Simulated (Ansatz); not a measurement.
**Computed properties of BiAs**

```yaml
crystal:
  lattice:
    - [5.03523, 0.00000, 0.00000]
    - [-2.51762, 4.36064, 0.00000]
    - [0.00000, 0.00000, 6.49770]
  atoms:
    - { symbol: Bi, position: [0.33333, 0.66667, 0.97264] }
    - { symbol: Bi, position: [0.66667, 0.33333, 0.47264] }
    - { symbol: As, position: [0.33333, 0.66667, 0.40336] }
    - { symbol: As, position: [0.66667, 0.33333, 0.90336] }
```

Atoms are numbered in the order listed.

The conventional cell has a = 5.035 Å, b = 5.035 Å, c = 6.498 Å, α = 90.00°, β = 90.00°, γ = 120.00°. Bi (atom 1) is surrounded by 4 As at 2.80 to 2.94 Å. As (atom 3) is surrounded by 4 Bi at 2.80 to 2.94 Å.

The cell was built from the wurtzite type and relaxed in the same program, and has space group P6_3mc; it needn't be a known or the stable phase.

Spin–orbit coupling is left out, though it moves levels of the heavy atoms by tenths of an eV or more.

All numbers are computed: DFT, PBE, all-electron LAPW, scalar-relativistic (Ansatz 0.2.0); DFT, PBE, PAW with Ansatz's default frozen-core files, scalar-relativistic (Ansatz 0.2.0); DFT, PBE, all-electron PAW with datasets made for the crystal, scalar-relativistic (Ansatz 0.2.0).

For LAPW: a Γ-centred 10×10×6 k mesh, Fermi–Dirac smearing of 0.05 eV, basis error target 0.5 meV/atom, no spin polarisation. PAW takes a cutoff of 420 eV at this cell. The crystal-made all-electron datasets (AE datasets) take a cutoff of 240 eV at this cell. The Ansatz runs share mesh, smearing and spin set-up. Values come from LAPW unless marked.

Spin–orbit coupling is left out, which moves gradients at and beside heavy atoms by some per cent and at worst by a factor of two.

| Property | Result |
| --- | --- |
| Bader charges (from the PAW run) | Bi1 +0.53, As3 -0.53 e |
| Field gradients Vzz (crystal-made datasets) | Bi1 -4.44 (η = 0.00), As3 1.50 (η = 0.00) in 10²¹ V/m² |
| Pressure at this cell | 0.02 GPa |
| Volume per atom | 35.67 Å³ |

Task: Give the computed value. Smallest direct gap on the path.

Result: 0.77 eV.

Task: Give the computed value. Band gap.

Result: 0.09 eV, indirect from the line M (0.5, 0, 0)–K (0.333, 0.333, 0) to the line K (0.333, 0.333, 0)–Γ (so small a gap may close at points that the mesh and path miss).

Task: Löwdin charges (with 0.11 e of the cell spilling out of the atomic basis, so their sizes and signs hang on that basis): what does the calculation give?

Result: Bi1 0.37, As3 -0.32 e.
